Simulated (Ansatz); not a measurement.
Data:

LiCl:
```
CELL_PARAMETERS angstrom
      0.00000     2.55614     2.55614
      2.55614     0.00000     2.55614
      2.55614     2.55614     0.00000
ATOMIC_POSITIONS crystal
  Li 0.00000 0.00000 0.00000
  Cl 0.50000 0.50000 0.50000
```

This is the r²SCAN-relaxed structure.

### Question
All from r²SCAN in the plane-wave PAW code Ansatz, unless another level is named. Estimate the HSE06 gap on the r²SCAN cell.

### Answer
7.78 eV.

### Question
Give the hole effective mass.

### Answer
0.60, 1.9, 21 mₑ (principal values).

### Question
Next, the weight of the conduction-edge state by species (Voronoi cells)?

### Answer
Li 56 %, Cl 44 %.

### Question
Give the valence-band maximum.

### Answer
on the K–Γ line, 83 % of the way from K.

Space group Fm-3m (rock salt). Symmetry was held in the r²SCAN relaxation; phonons on a q-mesh show no instability.

Potentials: the later of the program's two PAW sets.
